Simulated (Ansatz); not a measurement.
# Telling polymorphs of Ba₆LiNb₂IrCl₂O₁₂ apart by Nb-93

Level of theory: DFT, PBE, plane waves and PAW, scalar-relativistic, 420 eV cutoff (Ansatz 0.2.0). Q(Nb-93) = -320.0 mb, I = 9/2. The cells come from the Materials Project (computed, not necessarily observed phases), with the atoms as given. Calculated pressures reach 2 GPa in size and forces 0.5 eV/Å in them. Spin–orbit coupling is left out, which moves gradients at and beside heavy atoms (Ba, Ir) by some per cent and at some sites by far more.

(1) Rank the structures by their largest Nb-93 |C_Q|, smallest first.
A. P1, 24 atoms in the cell run; Nb sites: (1) 6 O at 1.92–2.18 Å. (2) 6 O at 1.95–2.23 Å.
B. C2/m, 24 atoms in the cell run; Nb site: 6 O at 1.93–2.24 Å
C. P3m1, 24 atoms in the cell run; Nb sites: (1) 6 O at 1.92–2.19 Å. (2) 6 O at 1.97–2.15 Å.

Answers

(1) C (21.5 MHz), B (37.8 MHz), A (43.6 MHz).

The crystals are a selection from a larger pool of database entries, not a random sample of it.
